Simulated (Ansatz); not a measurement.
The cell below belongs to a search over invented structures; it isn't taken from experiment.

Input and command of a plane-wave DFT calculation in Ansatz:

```yaml
crystal:
  lattice:
    - [6.2525623939, 0.0, 0.0]
    - [-3.1262811969, 5.4148778718, 0.0]
    - [0.0, 0.0, 4.6318839868]
  atoms:
    - { symbol: Cs, position: [0.3333333333, 0.6666666667, 0.75] }
    - { symbol: Cs, position: [0.6666666667, 0.3333333333, 0.25] }
    - { symbol: Co, position: [0.0, 0.0, 0.0], spin: 0.95 }
    - { symbol: Co, position: [0.0, 0.0, 0.5], spin: 0.95 }
    - { symbol: H, position: [0.887389459, 0.112610541, 0.75] }
    - { symbol: H, position: [0.112610541, 0.887389459, 0.25] }
    - { symbol: H, position: [0.112610541, 0.225221082, 0.25] }
    - { symbol: H, position: [0.887389459, 0.774778918, 0.75] }
    - { symbol: H, position: [0.774778918, 0.887389459, 0.25] }
    - { symbol: H, position: [0.225221082, 0.112610541, 0.75] }
basis:
  ecutwfc: 500
kpoints:
  mp_grid: { grid: [6, 6, 8] }
hamiltonian:
  xc: r2scan
scf:
  occupations: { method: gaussian, width: 0.1 }
output:
  forces: true
  stress: true
  eigenvalues: true
  populations: true
magnetization:
  spin_polarized: true
```

```bash
ansatz run input.yaml --threads 1 --pin off --max-ram 2560MiB --backend cpu --events-out ev --progress --plain --runs-dir out
```

Processor: Intel(R) Xeon(R) Platinum 8488C (Sapphire Rapids), 1 thread, on a host shared with other jobs.

Question: How long does it run, and how much memory does it take?

Answer: About 69 s, peak memory 1.2 GiB. It solves 40 bands at 35 k points (after reduction by symmetry) with about 4001 plane waves, in 20 SCF iterations.
